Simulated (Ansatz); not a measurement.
Nb2C in space group Pnma (No. 62; Nb on 4c, Nb on 4c, C on 4c) under volume change, the program Ansatz at the PBEsol level (PAW), shape and atoms relaxed at each volume.

```
V (Å³/atom)  E − E(relaxed) (meV/atom)     P (GPa)
-----------  -------------------------  ----------
12.534                            97.9       27.32
12.947                      (withheld)  (withheld)
13.360                      (withheld)  (withheld)
13.773                             0.0        0.00
14.186                             8.8       -6.66
14.600                            33.5      -12.33
15.013                            71.6      -17.11
```

Question: What belongs in the gaps?

Answer: 
- 12.947, E − E(relaxed) (meV/atom): 41.2
- 12.947, P (GPa): 16.84
- 13.360, E − E(relaxed) (meV/atom): 9.8
- 13.360, P (GPa): 7.79

Question: What does a third-order Birch–Murnaghan fit give for V₀, B₀ and B′?

Answer: V₀ = 13.77 Å³/atom, B₀ = 238 GPa, B′ = 4.2.

The workflow started from a Materials Project entry (that database holds measured and hypothetical structures alike); the Crystallography Open Database copy checked does not list it. Its standing as an ambient phase is unchecked. Symmetry was held in the PBEsol relaxation; of distortions, only those at the zone centre were tested. The run is not spin-polarised. Scalar-relativistic: spin–orbit coupling is off unless named, which matters more the heavier the elements.

Potentials: the later of the program's two PAW sets.
